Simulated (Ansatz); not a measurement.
The start is a relaxed CdSe cell with every coordinate shifted by Gaussian noise of σ = 0.45 Å. The structure is fully relaxed (lattice and positions, P = 0) with r2SCAN (plane waves to 500 eV, PAW, scalar-relativistic; Ansatz, a quantum-chemistry and plane-wave program). The first steps use a coarse 6×6×2 k-mesh.

Input geometry:
```
CELL_PARAMETERS angstrom
      4.33797     0.00000     0.00000
     -2.16898     3.75679     0.00000
      0.00000     0.00000    14.16022
ATOMIC_POSITIONS crystal
  Cd 0.02720 0.85840 0.97295
  Cd 0.19145 0.33492 0.51706
  Cd 0.72179 0.27949 0.76752
  Cd 0.34007 0.82573 0.24922
  Se 0.08836 0.94610 0.83516
  Se 0.99488 0.91960 0.34631
  Se 0.71801 0.33055 0.53806
  Se 0.30524 0.61178 0.07756
```

Initial pressure: +12.6 GPa (positive: the cell is compressed)
Energy released: 1.02 eV/atom
Shortest distances (start → end): The closest pairs of elements (up to four, under 3.6 Å), start → end: Cd–Se 1.98 → 2.66 Å; Se–Se 3.50 → 4.33 Å
Band gap at the end: 1.07 eV, direct at Γ (no spin-orbit coupling)
Optimiser moves: 12

Final values are on a 9×9×3 k-mesh of the relaxed cell. No spin polarisation in the result.

The first start was generated by placing the elements on the sites of a structure type. A measured structure of CdSe has the same space group, P6₃mc (No. 186); the sites were not compared with it.
